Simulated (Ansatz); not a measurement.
Values for one crystal, relaxed and computed with the program Ansatz at the PBEsol level (PAW); other levels are named.

- Volume per atom = 18.75 Å³
- Electronic character = metallic (no gap)
- Gap with spin–orbit coupling = none (metallic)
- Mechanical stability = unstable (C has a negative eigenvalue)
- Density of states at the Fermi level = 0.44 states/eV per atom (mean over ±0.08 eV)
- Formation energy from the elements (no fitted shifts) = 1.23 eV/atom
- Elastic constants (relaxed ions, GPa) = C11 = 513, C12 = 32.3, C44 = -91.1

Q: Pick the material that matches.
A) AlNi, rock salt
B) TaW, rock salt
C) TaRu, CsCl type
D) TaCo2, cubic Laves (MgCu2 type)

A: B, TaW, rock salt

Space group Fm-3m (rock salt). The start of the workflow was typed in or built on a structure type; neither database checked (COD, Materials Project) lists it. Its standing as an ambient phase is unchecked. The cell was relaxed with PBEsol under the symmetry of its start. The run is not spin-polarised. Its formation energy is positive at this level, so the cell may be metastable or incomplete. As this level gives no gap, shear constants depend on the k-mesh and smearing (Fermi–Dirac, 0.1 eV here). The references are the lowest solids computed at this level, not always the standard phases. Spin–orbit coupling is left out wherever it is not named.

Potentials: the later of the program's two PAW sets.
